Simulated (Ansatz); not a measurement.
Input for Ansatz (plane-wave DFT, PAW):

```yaml
crystal:
  lattice:
    - [3.9907614278, -2.1662655653, 0.0]
    - [3.9907614278, 2.1662655653, 0.0]
    - [0.0, 0.0, 8.424546332]
  atoms:
    - { symbol: Cl, position: [0.8866287545, 0.1133712455, 0.1065057879] }
    - { symbol: Cl, position: [0.6133712455, 0.3866287545, 0.6065057879] }
    - { symbol: Cl, position: [0.1133712455, 0.8866287545, 0.8934942121] }
    - { symbol: Cl, position: [0.3866287545, 0.6133712455, 0.3934942121] }
basis:
  ecutwfc: 420
kpoints:
  mp_grid: { grid: [8, 8, 4] }
hamiltonian:
  xc: pbe
scf:
  occupations: { method: gaussian, width: 0.02 }
output:
  forces: true
  stress: true
  eigenvalues: true
relax:
  adjacent_minimum: "off"
  f_tol: 0.01
  max_steps: 30
  cell: { stress_tol: 0.1, fix: [volume] }
```

Run as
```bash
ansatz run input.yaml --threads 1 --pin off --max-ram 2560MiB --backend cpu --events-out ev --progress --plain --runs-dir out
```

Level of theory: Ansatz 0.2.0, DFT PBE, scalar-relativistic, plane waves, PAW.

From the run's log, abridged (iterations and final results):

```
SCF iter   1: F=—  HF=-4317.982374 eV  |F-HF|=—  |Δ(HF+E_count)|=         —  Δρ=1.24e-3  dr2=1.45e-3  ethr=1.77e-3  ⟨swp⟩=6.5  Hψ=6375  notcnv=0
SCF iter   2: F=—  HF=-4317.984116 eV  |F-HF|=—  |Δ(HF+E_count)|=   1.74e-3  Δρ=7.01e-4  dr2=4.10e-4  ethr=5.17e-6  ⟨swp⟩=2.1  Hψ=2702  notcnv=0
SCF iter   3: F=—  HF=-4317.984109 eV  |F-HF|=—  |Δ(HF+E_count)|=   7.23e-6  Δρ=1.76e-4  dr2=3.66e-5  ethr=1.46e-6  ⟨swp⟩=2.0  Hψ=2113  notcnv=0
SCF iter   4: F=—  HF=-4317.984107 eV  |F-HF|=—  |Δ(HF+E_count)|=   2.19e-6  Δρ=6.48e-5  dr2=5.11e-6  ethr=1.31e-7  ⟨swp⟩=2.0  Hψ=2016  notcnv=0
SCF iter   5: F=—  HF=-4317.984109 eV  |F-HF|=—  |Δ(HF+E_count)|=   2.33e-6  Δρ=1.83e-5  dr2=5.37e-7  ethr=1.82e-8  ⟨swp⟩=2.2  Hψ=2040  notcnv=0
SCF iter   6: F=-4317.984109 eV  HF=-4317.984109 eV  |F-HF|=8.40e-9  |Δ(HF+E_count)|=   4.75e-8  Δρ=3.32e-6  dr2=1.72e-8  ethr=3.57e-10  ⟨swp⟩=6.1  Hψ=5311  notcnv=0
SCF 1 converged in 6 iterations: F = -4317.984109 eV  dr2 = 1.72e-8
relax step   1: F+E_penalty+E_count = -4317.98410945 eV  Δ(F+E_penalty+E_count) = +0.000e0 eV  max|allowed force component| = 2.728e-1 eV/Å  Δτ_max = 0.0000 Å  P = -0.600 GPa  Ω = 145.661 Å³  fix = [volume]  reactions: volume -0.600 GPa (6 SCF iters, dr2 threshold 1.00e-7 eV, accepted)
Initial density: handed on by an earlier stage of this run
Initial wavefunctions: those handed on with the density
SCF iter   1: F=—  HF=-4317.991765 eV  |F-HF|=—  |Δ(HF+E_count)|=         —  Δρ=1.12e-3  dr2=1.00e-3  ethr=3.96e-6  ⟨swp⟩=2.5  Hψ=7143  notcnv=0
SCF iter   2: F=—  HF=-4317.991476 eV  |F-HF|=—  |Δ(HF+E_count)|=   2.89e-4  Δρ=5.17e-4  dr2=1.97e-4  ethr=3.59e-6  ⟨swp⟩=2.4  Hψ=1989  notcnv=0
SCF iter   3: F=—  HF=-4317.991422 eV  |F-HF|=—  |Δ(HF+E_count)|=   5.35e-5  Δρ=8.06e-5  dr2=6.32e-6  ethr=7.04e-7  ⟨swp⟩=2.7  Hψ=2118  notcnv=0
SCF iter   4: F=—  HF=-4317.991423 eV  |F-HF|=—  |Δ(HF+E_count)|=   6.88e-7  Δρ=1.46e-5  dr2=5.14e-7  ethr=2.26e-8  ⟨swp⟩=2.0  Hψ=1699  notcnv=0
SCF iter   5: F=-4317.991423 eV  HF=-4317.991423 eV  |F-HF|=2.46e-8  |Δ(HF+E_count)|=   1.84e-7  Δρ=3.88e-6  dr2=3.10e-8  ethr=1.43e-9  ⟨swp⟩=5.2  Hψ=4936  notcnv=0
SCF 2 converged in 5 iterations: F = -4317.991423 eV  dr2 = 3.10e-8
relax step   2: F+E_penalty+E_count = -4317.99142320 eV  Δ(F+E_penalty+E_count) = -7.314e-3 eV  max|allowed force component| = 5.101e-2 eV/Å  Δτ_max = 0.0080 Å  P = -0.148 GPa  Ω = 145.661 Å³  energy of the carried Pulay correction = +4.984e-19 eV  fix = [volume]  reactions: volume -0.148 GPa (5 SCF iters, dr2 threshold 4.00e-7 eV, accepted)
Basis set: ecut = 420 eV, 2841 PW (Γ), exchange–correlation on 64×64×120 points (8 copies of the dense FFT grid, shifted against one another)
SCF iter   1: F=—  HF=-4317.991769 eV  |F-HF|=—  |Δ(HF+E_count)|=         —  Δρ=1.91e-4  dr2=4.92e-5  ethr=2.32e-7  ⟨swp⟩=3.3  Hψ=7722  notcnv=0
SCF iter   2: F=—  HF=-4317.991756 eV  |F-HF|=—  |Δ(HF+E_count)|=   1.26e-5  Δρ=8.50e-5  dr2=9.42e-6  ethr=1.76e-7  ⟨swp⟩=2.0  Hψ=1934  notcnv=0
SCF iter   3: F=—  HF=-4317.991754 eV  |F-HF|=—  |Δ(HF+E_count)|=   2.50e-6  Δρ=1.41e-5  dr2=2.85e-7  ethr=3.37e-8  ⟨swp⟩=2.6  Hψ=1912  notcnv=0
SCF iter   4: F=-4317.991754 eV  HF=-4317.991754 eV  |F-HF|=2.16e-9  |Δ(HF+E_count)|=   8.02e-8  Δρ=2.48e-6  dr2=1.65e-8  ethr=5.81e-10  ⟨swp⟩=5.3  Hψ=5252  notcnv=0
SCF 3 converged in 4 iterations: F = -4317.991754 eV  dr2 = 1.65e-8
relax step   3: F+E_penalty+E_count = -4317.99175406 eV  Δ(F+E_penalty+E_count) = -3.309e-4 eV  max|allowed force component| = 5.192e-3 eV/Å  Δτ_max = 0.0007 Å  P = -0.035 GPa  Ω = 145.661 Å³  energy of the carried Pulay correction = +9.967e-19 eV  fix = [volume]  reactions: volume -0.035 GPa (4 SCF iters, dr2 threshold 1.63e-7 eV, accepted)
SCF iter   1: F=—  HF=-4317.991817 eV  |F-HF|=—  |Δ(HF+E_count)|=         —  Δρ=2.01e-4  dr2=2.58e-5  ethr=1.25e-7  ⟨swp⟩=2.5  Hψ=7206  notcnv=0
SCF iter   2: F=—  HF=-4317.991811 eV  |F-HF|=—  |Δ(HF+E_count)|=   6.53e-6  Δρ=9.34e-5  dr2=4.98e-6  ethr=9.23e-8  ⟨swp⟩=2.0  Hψ=1814  notcnv=0
SCF iter   3: F=—  HF=-4317.991814 eV  |F-HF|=—  |Δ(HF+E_count)|=   3.04e-6  Δρ=1.36e-5  dr2=1.32e-7  ethr=1.78e-8  ⟨swp⟩=2.0  Hψ=1959  notcnv=0
SCF iter   4: F=—  HF=-4317.991815 eV  |F-HF|=—  |Δ(HF+E_count)|=   1.40e-6  Δρ=2.30e-6  dr2=5.65e-9  ethr=4.71e-10  ⟨swp⟩=2.0  Hψ=1976  notcnv=0
SCF iter   5: F=—  HF=-4317.991815 eV  |F-HF|=—  |Δ(HF+E_count)|=   6.37e-9  Δρ=3.61e-7  dr2=2.37e-10  ethr=2.02e-11  ⟨swp⟩=2.1  Hψ=1724  notcnv=0
SCF iter   6: F=-4317.991815 eV  HF=-4317.991815 eV  |F-HF|=1.18e-11  |Δ(HF+E_count)|=  2.84e-10  Δρ=7.08e-8  dr2=1.11e-11  ethr=1.00e-12  ⟨swp⟩=4.0  Hψ=4010  notcnv=0
SCF 4 converged in 6 iterations: F = -4317.991815 eV  dr2 = 1.11e-11
relax step   4: F+E_penalty+E_count = -4317.99181527 eV  Δ(F+E_penalty+E_count) = -6.122e-5 eV  max|allowed force component| = 7.900e-3 eV/Å  Δτ_max = 0.0012 Å  P = -0.027 GPa  Ω = 145.661 Å³  energy of the carried Pulay correction = +9.967e-19 eV  fix = [volume]  reactions: volume -0.027 GPa (6 SCF iters, accepted)
SCF iter   1: F=—  HF=-4317.992212 eV  |F-HF|=—  |Δ(HF+E_count)|=         —  Δρ=1.23e-3  dr2=9.42e-4  ethr=3.48e-6  ⟨swp⟩=2.5  Hψ=7861  notcnv=0
SCF iter   2: F=—  HF=-4317.992019 eV  |F-HF|=—  |Δ(HF+E_count)|=   1.94e-4  Δρ=5.63e-4  dr2=1.72e-4  ethr=3.36e-6  ⟨swp⟩=2.0  Hψ=1766  notcnv=0
SCF iter   3: F=—  HF=-4317.992003 eV  |F-HF|=—  |Δ(HF+E_count)|=   1.55e-5  Δρ=9.13e-5  dr2=5.40e-6  ethr=6.13e-7  ⟨swp⟩=2.0  Hψ=1918  notcnv=0
SCF iter   4: F=—  HF=-4317.992008 eV  |F-HF|=—  |Δ(HF+E_count)|=   4.74e-6  Δρ=1.36e-5  dr2=1.79e-7  ethr=1.93e-8  ⟨swp⟩=2.0  Hψ=2016  notcnv=0
SCF iter   5: F=—  HF=-4317.992005 eV  |F-HF|=—  |Δ(HF+E_count)|=   2.69e-6  Δρ=1.96e-6  dr2=6.55e-9  ethr=6.40e-10  ⟨swp⟩=2.0  Hψ=1689  notcnv=0
SCF iter   6: F=—  HF=-4317.992005 eV  |F-HF|=—  |Δ(HF+E_count)|=   8.61e-9  Δρ=4.06e-7  dr2=3.55e-10  ethr=2.34e-11  ⟨swp⟩=2.0  Hψ=1803  notcnv=0
SCF iter   7: F=-4317.992005 eV  HF=-4317.992005 eV  |F-HF|=1.18e-11  |Δ(HF+E_count)|=  4.24e-10  Δρ=7.64e-8  dr2=1.25e-11  ethr=1.00e-12  ⟨swp⟩=4.0  Hψ=4032  notcnv=0
SCF 5 converged in 7 iterations: F = -4317.992005 eV  dr2 = 1.25e-11
relax step   5: F+E_penalty+E_count = -4317.99200538 eV  Δ(F+E_penalty+E_count) = -1.901e-4 eV  max|allowed force component| = 4.835e-3 eV/Å  Δτ_max = 0.0074 Å  P = -0.015 GPa  Ω = 145.661 Å³  energy of the carried Pulay correction = +4.984e-19 eV  fix = [volume]  reactions: volume -0.015 GPa (7 SCF iters, accepted)
Initial wavefunctions: pseudopotential atomic-orbital guess (no wavefunctions were taken with the density)
SCF iter   1: F=—  HF=-4317.992011 eV  |F-HF|=—  |Δ(HF+E_count)|=         —  Δρ=1.11e-5  dr2=1.21e-8  ethr=4.97e-7  ⟨swp⟩=3.0  Hψ=9827  notcnv=0
SCF iter   2: F=—  HF=-4317.992020 eV  |F-HF|=—  |Δ(HF+E_count)|=   9.62e-6  Δρ=5.68e-6  dr2=3.26e-9  ethr=4.31e-11  ⟨swp⟩=3.1  Hψ=2316  notcnv=0
SCF iter   3: F=—  HF=-4317.992022 eV  |F-HF|=—  |Δ(HF+E_count)|=   1.79e-6  Δρ=7.70e-7  dr2=2.78e-10  ethr=1.16e-11  ⟨swp⟩=2.0  Hψ=2016  notcnv=0
SCF iter   4: F=-4317.992022 eV  HF=-4317.992022 eV  |F-HF|=2.73e-11  |Δ(HF+E_count)|=   2.08e-8  Δρ=1.40e-7  dr2=2.65e-11  ethr=1.00e-12  ⟨swp⟩=4.6  Hψ=4246  notcnv=0
SCF 6 converged in 4 iterations: F = -4317.992022 eV  dr2 = 2.65e-11
SCF converged after 4 iterations
Free energy (F): -4317.992022 eV
Harris-Foulkes:  -4317.992022 eV  (|F-HF|=2.73e-11)
Internal energy: -4317.992022 eV  (E = F + TS)
E sigma→0 (E₀):  -4317.992022 eV
Fermi energy:    0.017142 eV
--- Per-component energies (eV) ---
  E_band       = -192.281854
  E_kinetic    = 637.720188
  E_local      = -1361.351650  (includes V_loc(G=0)·N_el)
  E_nonlocal   = 114.608954
  E_hartree    = 442.475887
  E_xc         = -424.137401
  E_vxc        = -482.085401  (∫ρ·V_xc dr)
  E_paw        = -2635.797721  (= ΣΔE_a)
  E_vpaw       = 13.873842  (= ΣTr[D̂ρ^β])
  E_aug_tail   = 0.000369  (compensation charges beyond the density's cutoff)
  E_ewald      = -1091.510648
  E_smearing   =  0.000000  (= −TS)
--- Forces (eV/Å), atoms counted from 1 ---
  atom   1  Cl     0.00000000     0.00199908     0.00484499
  atom   2  Cl     0.00000000    -0.00199908     0.00484499
  atom   3  Cl     0.00000000    -0.00199908    -0.00484499
  atom   4  Cl     0.00000000     0.00199908    -0.00484499
--- Stress (GPa, compression-positive) ---
       -0.019592       0.000000       0.000000
        0.000000      -0.022178       0.000000
        0.000000       0.000000      -0.000218
  P = ⅓ Tr σ = -0.0140 GPa (-0.140 kbar)
--- Band table (eV; the first three rows and the last of 63) ---
  k-point 0: bands = ["-17.6162", "-17.3947", "-13.8080", "-13.1937", "-6.4959", "-5.5267", "-3.9002", "-3.8479", "-3.6755", "-3.6579", "-1.9381", "-1.5149", "-1.3420", "-1.1400", "1.1743", "1.8995", "4.9851", "5.8602"]
  k-point 1: bands = ["-17.5865", "-17.4303", "-13.7195", "-13.2860", "-6.3697", "-5.6963", "-3.8686", "-3.7834", "-3.6981", "-3.6322", "-1.9073", "-1.4674", "-1.4556", "-1.1912", "1.2555", "1.7609", "5.1583", "5.8084"]
  k-point 2: bands = ["-17.5113", "-17.5113", "-13.5046", "-13.5046", "-6.0519", "-6.0519", "-3.7876", "-3.7876", "-3.6587", "-3.6587", "-1.7324", "-1.7324", "-1.3194", "-1.3194", "1.4813", "1.4813", "5.5275", "5.5275"]
  k-point 62: bands = ["-17.4832", "-17.4832", "-13.4850", "-13.4850", "-6.0345", "-6.0345", "-4.2624", "-4.2624", "-3.7119", "-3.7119", "-1.7485", "-1.7485", "-1.5349", "-1.5349", "1.5117", "1.5117", "7.7848", "7.7848"]
--- Relaxed structure (5 steps of the walk, 5 accepted, 1 SCFs on fresh bases) ---
  F+E_penalty+E_count = -4317.99202213 eV   max|allowed force component| = 4.845e-3 eV/Å   (the final SCF, on the basis selected at the relaxed cell)
  cell:  # Å, volume = 145.6612 Å³
    - [4.05392763, -2.15526694, 0.0]
    - [4.05392763, 2.15526694, 0.0]
    - [0.0, 0.0, 8.33560112]
  atoms:
    - { symbol: Cl, position: [0.88655388, 0.11344611, 0.10638579] }
    - { symbol: Cl, position: [0.61344611, 0.38655388, 0.60638579] }
    - { symbol: Cl, position: [0.11344611, 0.88655388, 0.89361420] }
    - { symbol: Cl, position: [0.38655388, 0.61344611, 0.39361420] }
```

The relaxation met its thresholds.

Time: 110 s on 1 thread of Intel(R) Xeon(R) Processor @ 2.50GHz (Skylake/Cascade Lake), on a shared host, peak memory 0.47 GiB.

The cell holds molecules, and where no dispersion correction was added their binding is poorly described.